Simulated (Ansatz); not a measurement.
Starting structure of a cell relaxation (symmetry kept):

```
CELL_PARAMETERS angstrom
6.24357 0.00000 0.00000
0.00000 6.24357 0.00000
0.00000 0.00000 6.24357
ATOMIC_POSITIONS crystal
Al 0.44089 0.94089 0.55911
Al 0.94089 0.55911 0.44089
Al 0.55911 0.44089 0.94089
Al 0.05911 0.05911 0.05911
Cu 0.80908 0.30908 0.19092
Cu 0.30908 0.19092 0.80908
Cu 0.19092 0.80908 0.30908
Cu 0.69092 0.69092 0.69092
Cu 0.04876 0.87489 0.69996
Cu 0.30004 0.54876 0.62511
Cu 0.37489 0.80004 0.95124
Cu 0.54876 0.62511 0.30004
Cu 0.80004 0.95124 0.37489
Cu 0.87489 0.69996 0.04876
Cu 0.95124 0.37489 0.80004
Cu 0.69996 0.04876 0.87489
Cu 0.62511 0.30004 0.54876
Cu 0.45124 0.12511 0.19996
Cu 0.19996 0.45124 0.12511
Cu 0.12511 0.19996 0.45124
```

Computed with Ansatz 0.2.0, DFT PBEsol, scalar-relativistic, plane waves, PAW.

Settings: cutoff 420 eV, Γ-centred mesh 6×6×6 on the computed 20-atom cell, Gaussian smearing of 0.10 eV; no spin polarisation.

**Question.** What does it relax to?

**Answer.** The volume decreases by 0.11 Å³/atom to 12.06 Å³/atom, and the energy falls by 0.7 meV/atom. Final structure:
```yaml
crystal:
  lattice:
    - [6.22468, 0.00000, 0.00000]
    - [0.00000, 6.22468, 0.00000]
    - [0.00000, 0.00000, 6.22468]
  atoms:
    - { symbol: Al, position: [0.43981, 0.93981, 0.56019] }
    - { symbol: Al, position: [0.93981, 0.56019, 0.43981] }
    - { symbol: Al, position: [0.56019, 0.43981, 0.93981] }
    - { symbol: Al, position: [0.06019, 0.06019, 0.06019] }
    - { symbol: Cu, position: [0.80876, 0.30876, 0.19124] }
    - { symbol: Cu, position: [0.30876, 0.19124, 0.80876] }
    - { symbol: Cu, position: [0.19124, 0.80876, 0.30876] }
    - { symbol: Cu, position: [0.69124, 0.69124, 0.69124] }
    - { symbol: Cu, position: [0.04722, 0.87535, 0.70084] }
    - { symbol: Cu, position: [0.29916, 0.54722, 0.62465] }
    - { symbol: Cu, position: [0.37535, 0.79916, 0.95278] }
    - { symbol: Cu, position: [0.54722, 0.62465, 0.29916] }
    - { symbol: Cu, position: [0.79916, 0.95278, 0.37535] }
    - { symbol: Cu, position: [0.87535, 0.70084, 0.04722] }
    - { symbol: Cu, position: [0.95278, 0.37535, 0.79916] }
    - { symbol: Cu, position: [0.70084, 0.04722, 0.87535] }
    - { symbol: Cu, position: [0.62465, 0.29916, 0.54722] }
    - { symbol: Cu, position: [0.45278, 0.12465, 0.20084] }
    - { symbol: Cu, position: [0.20084, 0.45278, 0.12465] }
    - { symbol: Cu, position: [0.12465, 0.20084, 0.45278] }
```

Course of the relaxation (steps run on the plane waves of an earlier cell, and the basis is chosen afresh near the end, so energy and pressure can step there; trial steps that raised the energy were taken back; energies are free energies):

```json
{"step": "1", "E − E_final (meV/atom)": "0.7", "largest force component (eV/Å)": "0.069", "P (GPa)": "-1.28", "V (Å³/atom)": "12.17"}
{"step": "2", "E − E_final (meV/atom)": "0.2", "largest force component (eV/Å)": "0.047", "P (GPa)": "-0.57", "V (Å³/atom)": "12.11"}
{"step": "3", "E − E_final (meV/atom)": "-0.1", "largest force component (eV/Å)": "0.010", "P (GPa)": "0.07", "V (Å³/atom)": "12.05"}
{"step": "4", "E − E_final (meV/atom)": "-0.1", "largest force component (eV/Å)": "0.006", "P (GPa)": "0.02", "V (Å³/atom)": "12.06"}
{"step": "5", "E − E_final (meV/atom)": "-0.1", "largest force component (eV/Å)": "0.000", "P (GPa)": "0.00", "V (Å³/atom)": "12.06"}
{"step": "6", "E − E_final (meV/atom)": "0.0", "largest force component (eV/Å)": "0.000", "P (GPa)": "0.00", "V (Å³/atom)": "12.06"}
```